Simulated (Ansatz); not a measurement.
SrTiO$_{3}$:
```
CELL_PARAMETERS angstrom
     -2.75937     2.75937     3.91415
      2.75937    -2.75937     3.91415
      2.75937     2.75937    -3.91415
ATOMIC_POSITIONS crystal
  Sr 0.75000 0.25000 0.50000
  Sr 0.25000 0.75000 0.50000
  Ti 0.00000 0.00000 0.00000
  Ti 0.50000 0.50000 0.00000
  O  0.76684 0.26684 0.03368
  O  0.23316 0.73316 0.96632
  O  0.26684 0.23316 0.50000
  O  0.73316 0.76684 0.50000
  O  0.75000 0.75000 0.00000
  O  0.25000 0.25000 0.00000
```

Tensor components refer to the Cartesian frame of this cell.

Give the high-frequency dielectric tensor and the Born effective charge tensors of the independent atoms from DFPT, r²SCAN in the plane-wave PAW code Ansatz.


ε∞:
```
5.64  0.00  0.00
0.00  5.64  0.00
0.00  0.00  5.65
```
Z* of atom 1 (Sr), rows: field, columns: displacement, in e:
```
2.50  0.00  0.00
0.00  2.50  0.00
0.00  0.00  2.53
```
Z* of atom 3 (Ti), rows: field, columns: displacement, in e:
```
 7.13   0.22   0.00
-0.22   7.13   0.00
 0.00   0.00   7.13
```
Z* of atom 5 (O), rows: field, columns: displacement, in e:
```
-3.83   1.84   0.00
 1.84  -3.83   0.00
 0.00   0.00  -2.00
```
Z* of atom 9 (O), rows: field, columns: displacement, in e:
```
-1.98   0.00   0.00
 0.00  -1.98   0.00
 0.00   0.00  -5.67
```

Static charges for comparison (Bader): Sr1 +1.63, Ti3 +2.34, O5 -1.32, O9 -1.32 e. Born charges measure polarisation by displacement and can exceed these by far.

Space group I4/mcm. The workflow started from a Materials Project entry (that database holds measured and hypothetical structures alike); the Crystallography Open Database files this formula in space group No. 140, but the cells were not matched. It is not the phase usual at ambient conditions (space group No. 221). The cell was relaxed with r²SCAN under the symmetry of its start. At this level the phase is dynamically unstable (imaginary phonons). The run is not spin-polarised. Scalar-relativistic: spin–orbit coupling is off unless named, which matters more the heavier the elements.

Potentials: the earlier of the program's two PAW sets.
